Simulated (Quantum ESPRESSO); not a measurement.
## Calculated data, MgTa2ZnW4 (simulated cell)

Computed with Quantum ESPRESSO 7.5. Calculation on a made-up metal alloy cell, not a measurement, with one named mistake planted (healthy values lack it): no spin or spin-orbit, unrelaxed, 2900 K smearing, stress positive in tension, cell energy less the intended atoms' offsets; periodic Kohn-Sham density functional theory in plane waves with PseudoDojo standard norm-conserving scalar-relativistic pseudopotentials, each functional with its own files (v0.5 for PBE, v0.4.1 for LDA and PBEsol), eight atoms on drawn sites of a strained close-packed or body-centred lattice, each displaced and held fixed; the energy is the cell's free energy, ions and the entropy term -TS included, at the stated Fermi-Dirac width, less a fixed offset for each atom's element (shifted free energy); compositions with an open d shell lost a parallel starting moment in a cheaper test run, and other magnetic orders were not tried; an error bar is the largest change of its kind in a tighter rerun, never given below 0.002 eV, 0.02 GPa or 0.003 eV/angstrom, and covers cutoff and k-mesh only, not smearing or the files.

Entry: MgTa2ZnW4 (simulated cell)

```
cell vectors (Å)
   0.0432     2.0057     2.0283
   0.0166     4.0815    -4.1268
  -8.1773    -2.1437     1.9935
atoms (fractions of the cell vectors)
W   0.03074 -0.00042  0.00282
W  -0.00717  0.24481  0.49984
Zn  0.00518  0.50770  0.00409
Mg -0.00155  0.74406  0.49749
W   0.50321  0.12669  0.75363
Ta  0.50519  0.37310  0.24646
Ta  0.52489  0.63255  0.75122
W   0.49053  0.87353  0.24997
```

* lattice type: face-centred cubic
* intended functional: pbe
* cutoff: 1143 eV
* fermi dirac smearing: 0.25 eV
* intended electrons removed: 0
* healthy entropy term negative ts: -1.393 eV
* healthy pressure: -0.86 GPa
* healthy stress xx: -2 GPa
* healthy stress yy: 2.35 GPa
* healthy stress zz: 2.23 GPa
* healthy stress yz: 0.25 GPa
* healthy stress xz: -0.16 GPa
* healthy stress xy: 0.93 GPa
* fault kind: atoms exchanged
* fault first exchanged site: 2
* fault second exchanged site: 3
* run command: mpirun -np 4 pw.x -nk 4 -in in
* run processor: AMD EPYC, Zen 5, virtual cores
* k mesh: 8 x 4 x 3 shifted half a step off Gamma on each axis
* structure shown: the intended cell
* healthy shifted free energy: -0.218 eV
* faulty entropy term negative ts: -1.756 eV
* faulty pressure: 1.34 GPa
* faulty stress xx: -8.23 GPa
* faulty stress yy: 3.09 GPa
* faulty stress zz: 1.13 GPa
* faulty stress yz: 0.43 GPa
* faulty stress xz: 0.21 GPa
* faulty stress xy: -0.25 GPa
* faulty shifted free energy: 0.355 eV

Atoms:
```tsv
atoms element	atom site	atom energy offset (eV)
W	1	-2063.48
W	2	-2063.48
Zn	3	-5688.29
Mg	4	-1616.19
W	5	-2063.48
Ta	6	-1771.44
Ta	7	-1771.44
W	8	-2063.48
```

Healthy forces:
```tsv
site	x (eV/Å)	y (eV/Å)	z (eV/Å)
1	0.069	0.045	-0.141
2	-0.109	-0.217	0.194
3	0.232	-0.112	0.129
4	-0.107	0.436	-0.259
5	-0.456	0.239	-0.271
6	0.396	-0.064	0.023
7	-0.548	-0.556	0.455
8	0.522	0.229	-0.13
```

Faulty forces:
```tsv
site	x (eV/Å)	y (eV/Å)	z (eV/Å)
1	0.027	0.175	-0.116
2	-0.104	-0.036	0.216
3	0.548	-0.209	0.099
4	-0.178	0.599	-0.406
5	0.021	0.358	-0.297
6	-0.403	-0.554	0.335
7	0.265	-0.33	0.631
8	-0.176	-0.004	-0.462
```

Notes: heavy elements are run without spin-orbit coupling, which real alloys of them have; a spin test at this wide smearing found no moment, but such smearing suppresses magnetism that the real alloy may have; lattice, volume and sites are drawn at random and may be unstable or far from any real phase; energies are for the whole cell, less offsets fitted to these runs, so they are not formation energies; error bars of the healthy run: energy 0.0094 eV, stress 0.053 GPa, force 0.0066 eV/Å, from a tighter rerun of this or a related cell; 18 SCF iterations, 203 s of wall time on a shared machine.
